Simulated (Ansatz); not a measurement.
input.yaml

```yaml
crystal:
  lattice:
    - [-2.4044339074, 2.4044339074, 3.5924721831]
    - [2.4044339074, -2.4044339074, 3.5924721831]
    - [2.4044339074, 2.4044339074, -3.5924721831]
  atoms:
    - { symbol: Si, position: [0.0, 0.0, 0.0] }
    - { symbol: Si, position: [0.75, 0.25, 0.5] }
    - { symbol: O, position: [0.9848663545, 0.625, 0.8598663545] }
    - { symbol: O, position: [0.375, 0.2348663545, 0.3598663545] }
    - { symbol: O, position: [0.7651336455, 0.125, 0.1401336455] }
    - { symbol: O, position: [0.875, 0.0151336455, 0.6401336455] }
basis:
  ecutwfc: 420
kpoints:
  mp_grid: { grid: [8, 8, 8] }
hamiltonian:
  xc: lda
scf:
  occupations: { method: gaussian, width: 0.02 }
output:
  forces: true
  stress: true
  eigenvalues: true
  write_density: true
  write_potential: true
  elf: true
  volumetric_format: npy
relax:
  adjacent_minimum: "off"
  f_tol: 0.01
  max_steps: 30
  cell: { stress_tol: 0.1, fix: [volume] }
```

Launched with
```bash
ansatz run input.yaml --threads 1 --pin off --max-ram 2560MiB --backend cpu --events-out ev --progress --plain --runs-dir out
```

Method: DFT LDA, scalar-relativistic, plane waves, PAW in Ansatz.

From the run's log, abridged (final results; tables in files aren't shown):

```
SCF 5 converged in 5 iterations: F = -3445.352455 eV  dr2 = 2.20e-11
SCF converged after 5 iterations
Free energy (F): -3445.352455 eV
Harris-Foulkes:  -3445.352455 eV  (|F-HF|=1.55e-11)
Internal energy: -3445.352455 eV  (E = F + TS)
E sigma→0 (E₀):  -3445.352455 eV
Fermi energy:    3.927079 eV
--- Per-component energies (eV) ---
  E_band       = -178.325104
  E_kinetic    = 802.190753
  E_local      = -2207.580986  (includes V_loc(G=0)·N_el)
  E_nonlocal   = 251.600379
  E_hartree    = 802.498568
  E_xc         = -402.042163
  E_vxc        = -470.507868  (∫ρ·V_xc dr)
  E_paw        = -1566.129031  (= ΣΔE_a)
  E_vpaw       = -159.034997  (= ΣTr[D̂ρ^β])
  E_aug_tail   = 0.010654  (compensation charges beyond the density's cutoff)
  E_ewald      = -1126.456977
  E_core_change = 0.556347  (= ΣΔE_core)
  E_smearing   =  0.000000  (= −TS)
--- Forces (eV/Å), atoms counted from 1 ---
  atom   1  Si     0.00000000     0.00000000     0.00000000
  atom   2  Si     0.00000000     0.00000000     0.00000000
  atom   3  O      0.00000000     0.00377040     0.00000000
  atom   4  O      0.00377040     0.00000000     0.00000000
  atom   5  O      0.00000000    -0.00377040     0.00000000
  atom   6  O     -0.00377040     0.00000000     0.00000000
--- Stress (GPa, compression-positive) ---
        1.348840       0.000000       0.000000
        0.000000       1.348840       0.000000
        0.000000       0.000000       1.374773
  P = ⅓ Tr σ = 1.3575 GPa (13.575 kbar)
--- Band table (eV; the first three rows and the last of 59) ---
  k-point 0: bands = ["-18.0260", "-15.7805", "-15.7805", "-15.6974", "-7.9463", "-4.4680", "-4.4680", "-4.1053", "-1.6483", "-1.0684", "-0.4760", "-0.4760", "-0.3979", "0.0002", "0.9337", "0.9337", "6.9205", "9.5496", "12.3409", "12.3409", "12.3955", "12.6444"]
  k-point 1: bands = ["-17.9554", "-15.8914", "-15.7873", "-15.7089", "-7.7951", "-4.6184", "-4.3810", "-4.0027", "-1.7027", "-1.0056", "-0.7023", "-0.4805", "-0.4684", "0.0888", "0.8992", "0.9081", "7.2852", "9.7788", "11.7143", "12.1428", "12.4108", "12.5675"]
  k-point 2: bands = ["-17.7502", "-16.1871", "-15.8022", "-15.7411", "-7.3778", "-4.9690", "-4.1501", "-3.8242", "-1.8353", "-1.1328", "-0.8839", "-0.6905", "-0.4354", "0.2447", "0.8117", "0.8487", "8.2120", "10.3462", "11.1794", "11.5887", "12.2965", "12.6260"]
  k-point 58: bands = ["-17.0249", "-17.0249", "-15.8261", "-15.8261", "-5.8460", "-5.8460", "-3.8152", "-3.8152", "-1.5185", "-1.5185", "-1.0362", "-1.0362", "-0.5618", "-0.5618", "0.7737", "0.7737", "9.9305", "9.9305", "10.6731", "10.6731", "13.1530", "13.1530"]
--- Relaxed structure (4 steps of the walk, 4 accepted, 1 SCFs on fresh bases) ---
  F+E_penalty+E_count = -3445.35245458 eV   max|allowed force component| = 3.770e-3 eV/Å   (the final SCF, on the basis selected at the relaxed cell)
  cell:  # Å, volume = 83.0767 Å³
    - [-2.39380456, 2.39380456, 3.62444672]
    - [2.39380456, -2.39380456, 3.62444672]
    - [2.39380456, 2.39380456, -3.62444672]
  atoms:
    - { symbol: Si, position: [0.0, 0.0, 0.0] }
    - { symbol: Si, position: [0.75000000, 0.24999999, 0.50000000] }
    - { symbol: O, position: [0.99518059, 0.62499999, 0.87018059] }
    - { symbol: O, position: [0.375, 0.24518059, 0.37018059] }
    - { symbol: O, position: [0.75481940, 0.12500000, 0.12981940] }
    - { symbol: O, position: [0.875, 0.00481940, 0.62981940] }
```

The relaxation met its thresholds.

The run took 2.2 min on 1 thread of Intel(R) Xeon(R) Processor @ 2.50GHz (Skylake/Cascade Lake), with other jobs on the host, peak memory 0.39 GiB.